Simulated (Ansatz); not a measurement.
# Field gradients of MgV2C4O12 from run to run

Cell of run 1: a computed structure from the Materials Project (it need not be an observed phase), atoms as given.

```xyz
19
Lattice="4.4474 0.0000 0.0000 0.2096 5.9794 0.0000 0.2062 0.2908 7.6999" Properties=species:S:1:pos:R:3 pbc="T T T"
Mg    2.3268    0.1454    3.8500
V     0.2079    3.1351    3.8500
V     2.2237    0.0000    0.0000
C     4.4986    0.8464    1.9260
C     2.4473    2.3567    5.7228
C     2.4159    3.9135    1.9771
C     0.3645    5.4237    5.7739
O     3.9623    1.2820    3.0563
O     3.8342    0.8446    0.8529
O     3.5699    2.9263    5.5401
O     3.5757    5.8333    5.7557
O     3.1648    4.2524    3.0415
O     2.8529    4.2219    0.8212
O     2.0102    2.0483    6.8787
O     1.6984    2.0177    4.6584
O     1.2874    0.4368    1.9442
O     1.2932    3.3439    2.1598
O     1.0290    5.4255    6.8470
O     0.9009    4.9881    4.6436
```

Atoms are numbered from 1 in the order listed; like atoms form one site, named after its first atom.

Relaxed positions (PBE, cell held):

```
CELL_PARAMETERS angstrom
4.44736 0.00000 0.00000
0.20960 5.97937 0.00000
0.20620 0.29079 7.69990
ATOMIC_POSITIONS crystal
Mg 0.50000 0.00000 0.50000
V 0.00000 0.50000 0.50000
V 0.50000 0.00000 0.00000
C 0.99133 0.12897 0.24975
C 0.49819 0.35569 0.74122
C 0.50181 0.64431 0.25878
C 0.00867 0.87103 0.75025
O 0.86383 0.19779 0.39605
O 0.84334 0.13020 0.11242
O 0.74543 0.45199 0.71409
O 0.72774 0.93784 0.75017
O 0.66797 0.69372 0.39387
O 0.59651 0.70385 0.10735
O 0.40349 0.29615 0.89265
O 0.33203 0.30628 0.60613
O 0.27226 0.06216 0.24983
O 0.25457 0.54801 0.28591
O 0.15666 0.86980 0.88758
O 0.13617 0.80221 0.60395
```

All runs are DFT with Ansatz 0.2.0 (plane waves and PAW, scalar-relativistic unless spin–orbit coupling is named, Γ-centred meshes, Fermi–Dirac smearing where given) in this cell. Start moments of run 1 as typed (μB): 2 on each V, none on the rest. Antiparallel start moments (μB): 0 -2 2 0 0 0 0 0 0 0 0 0 0 0 0 0 0 0 0 by atom.

Run 1: PBE, parallel start moments, atoms as given; 420 eV, 6×4×3 k-points, smearing 0.02 eV.
Run 2: PBE, parallel start moments, atoms relaxed; 420 eV, 6×4×3 k-points, smearing 0.02 eV.
Run 3: r2SCAN, parallel start moments, at the relaxed atoms; 500 eV, 6×4×3 k-points, smearing 0.02 eV.
Run 4: PBE+U, antiparallel start moments, at the relaxed atoms; 420 eV, 6×4×3 k-points, smearing 0.02 eV (U = 4.1 eV on V d).

| run | V2 V_zz (η) | V3 V_zz (η) | O13 V_zz (η) | absolute moment (μB) |
| --- | --- | --- | --- | --- |
| 1 | -5.99 (0.46) | -5.46 (0.17) | -12.48 (0.84) | 4.4 |

The results of the other runs, out of order. V_zz in 10²¹ V/m²; 3 of the 11 sets of like atoms are followed.

```json
{"result": "A", "V2 V_zz (η)": "-6.52 (0.52)", "V3 V_zz (η)": "-5.63 (0.24)", "O13 V_zz (η)": "-13.17 (0.81)", "absolute moment (μB)": "4.4"}
{"result": "B", "V2 V_zz (η)": "-5.62 (0.50)", "V3 V_zz (η)": "-5.31 (0.32)", "O13 V_zz (η)": "-12.50 (0.86)", "absolute moment (μB)": "4.3"}
{"result": "C", "V2 V_zz (η)": "-6.25 (0.46)", "V3 V_zz (η)": "-5.17 (0.28)", "O13 V_zz (η)": "-13.09 (0.86)", "absolute moment (μB)": "4.3"}
```

(1) Which result belongs to which run?

## Answers

(1) A is run 4, B is run 2, C is run 3. Taken one at a time, the functional (r2SCAN with its higher cutoff) moves the tensors on these sites by up to 1.51 (largest principal value of the change, on V2), the positions of the atoms (as given or relaxed) by 0.99 (V3).

The magnetic order is the one that the run reached from its start moments, not necessarily the measured one. For runs 1, 2, 3: All moments are parallel here, as the start or the cell imposes; many such compounds order antiparallel, where fields and spin densities carried over to other atoms largely cancel. In run 3 the program didn't check the stability of the electronic state in full, so a lower one may lie near. In runs 1, 2 the gap is small for the k-mesh or the smearing, and small gradients can still move by 0.1 × 10²¹ V/m² or more. In runs 1, 3, 4 the atoms aren't at the calculated equilibrium (largest force 0.27, 0.60, 0.45 eV/Å). The cell isn't the equilibrium one in run 3 (calculated pressure -6 GPa), and the entry's cell may itself be off.
